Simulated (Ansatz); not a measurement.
The relaxed structure here is a generated cell of Nb: the first start was made by placing the elements on the sites of a structure type, and the end was not matched to a known phase here, so it may be hypothetical. Known forms of Nb include space group No. 229.

A relaxed cell of Nb (P6/mmm (No. 191)), relaxed on a k-mesh at least as fine as the one used below. Computed with PBE (plane waves to 420 eV, PAW, scalar-relativistic; Ansatz, a first-principles code). Γ-centred k-mesh 4×8×12 on the run's cell (coarser than for final values), Fermi–Dirac smearing 0.05 eV.

```
CELL_PARAMETERS angstrom
      9.77203     0.00000     0.00000
     -2.44301     4.23141     0.00000
      0.00000     0.00000     2.68186
ATOMIC_POSITIONS crystal
  Nb 0.00000 0.00000 0.00000
  Nb 0.50000 0.00000 0.00000
  Nb 0.16667 0.66667 0.50000
  Nb 0.66667 0.66667 0.50000
  Nb 0.33333 0.33333 0.50000
  Nb 0.83333 0.33333 0.50000
```

The atoms are displaced along an unstable phonon of this cell by (Å):

```tsv
atom	ux	uy	uz
Nb1	0.000	0.000	-0.022
Nb2	0.000	0.000	0.022
Nb3	0.000	0.000	0.150
Nb4	0.000	0.000	-0.150
Nb5	0.000	0.000	-0.150
Nb6	0.000	0.000	0.150
```

What forces (eV/Å) and pressure result?


```csv
atom,Fx,Fy,Fz
Nb1,0.00,0.00,-0.03
Nb2,0.00,0.00,0.03
Nb3,0.11,0.07,0.63
Nb4,0.11,0.07,-0.63
Nb5,-0.11,-0.07,-0.63
Nb6,-0.11,-0.07,0.63
```

Pressure -0.3 GPa.

Estimate the energy cost of the displacement in the harmonic approximation and compare with the calculation.

For a harmonic well ΔE = −½ Σ F·u = -0.189 eV a cell, or -32 meV/atom. The calculated energy relative to the undisplaced cell is -0.04 eV/atom, so the harmonic estimate holds well.

The undisplaced cell is probably no minimum: from this displacement the run went on to Pmmn (No. 59), 0.12 eV/atom below it.

No spin polarisation in the result.
